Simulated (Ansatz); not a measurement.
The relaxed structure here is a generated cell of BeCo: the first start was made by placing the elements on the sites of a structure type, and the end was not matched to a known phase here, so it may be hypothetical.

A relaxed cell of BeCo (P-6m2 (No. 187)), relaxed on a k-mesh at least as fine as the one used below. These are PBEsol (plane waves to 420 eV, PAW, scalar-relativistic; Ansatz, a quantum-chemistry and plane-wave program) values and carry that method's errors. Γ-centred k-mesh 15×15×5 on the run's cell (coarser than for final values), Fermi–Dirac smearing 0.05 eV.

```
CELL_PARAMETERS angstrom
      2.40835     0.00000     0.00000
     -1.20417     2.08569     0.00000
      0.00000     0.00000     7.02014
ATOMIC_POSITIONS crystal
  Co 0.00000 0.00000 0.00000
  Co 0.00000 0.00000 0.50000
  Be 0.33333 0.66667 0.25000
  Be 0.33333 0.66667 0.75000
```

The atoms are displaced by (Å):

```json
[
 {"atom": "Co1", "ux": "0.014", "uy": "0.042", "uz": "-0.135"},
 {"atom": "Co2", "ux": "0.044", "uy": "0.017", "uz": "0.025"},
 {"atom": "Be3", "ux": "-0.072", "uy": "0.037", "uz": "0.003"},
 {"atom": "Be4", "ux": "-0.028", "uy": "0.060", "uz": "0.050"}
]
```

Problem. What forces (eV/Å) and pressure result?

Solution. 
| atom | Fx | Fy | Fz |
|---|---|---|---|
| Co1 | -0.19 | 0.05 | 1.88 |
| Co2 | -0.30 | 0.13 | -0.19 |
| Be3 | 0.27 | -0.06 | -0.34 |
| Be4 | 0.23 | -0.12 | -1.35 |

Pressure +2.1 GPa.

Problem. Estimate the energy cost of the displacement in the harmonic approximation and compare with the calculation.

Solution. For a harmonic well ΔE = −½ Σ F·u = 0.187 eV a cell, or 47 meV/atom. The calculated energy relative to the undisplaced cell is +0.05 eV/atom, so the harmonic estimate holds well.

No spin polarisation in the result: the starting moments vanished. A magnetic state may lie lower.

The run that gave the undisplaced cell could not lose the symmetry of its start; a randomly shaken copy of 4 atoms returns to this structure.
